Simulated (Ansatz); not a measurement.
## Two states of OsOF

```xyz
6
Lattice="3.4796 0.0000 0.0000 0.0000 3.4796 0.0000 0.0000 0.0000 4.9660" Properties=species:S:1:pos:R:3 pbc="T T T"
Os    1.7398    0.0000    3.8978
Os    0.0000    1.7398    1.0682
F     0.0000    0.0000    2.4830
F     1.7398    1.7398    2.4830
O     0.0000    0.0000    0.0000
O     1.7398    1.7398    0.0000
```

Level: r2SCAN; 500 eV; 5×5×4 Γ-centred mesh; fermi-dirac occupations (width 0.1 eV); Ansatz 0.2.0, fixed geometry.

State A: no moments (spinors with spin-orbit coupling). State B: Os1 along (0.00, 0.00, 1.00), Os2 along (0.00, 0.00, -1.00) (spinors with spin-orbit coupling).

**Question.** Compare the two self-consistent states.

**Answer.** State B is lower by 4.6 meV an atom at zero smearing; in free energy at this smearing B lies -3.5 meV an atom from A. So small a gap isn't resolved on this mesh where a state is a metal.

```
state  free energy (meV/atom)  largest moment in a small sphere (μB)  net moment (μB/cell)  gap on mesh (eV)  pressure (GPa)  largest force (eV/Å)
    A                     3.5                                   0.00                  0.00             metal            21.0                  0.63
    B                     0.0                                   0.42                  0.00             metal            21.8                  0.67
```

Origin: a known structure type with other elements, at an estimated volume, so it need not be a known compound. Caveats: the k mesh is coarse if the cell is a metal; atoms or cell far from equilibrium; correlation that this level lacks may open a gap in such a compound.
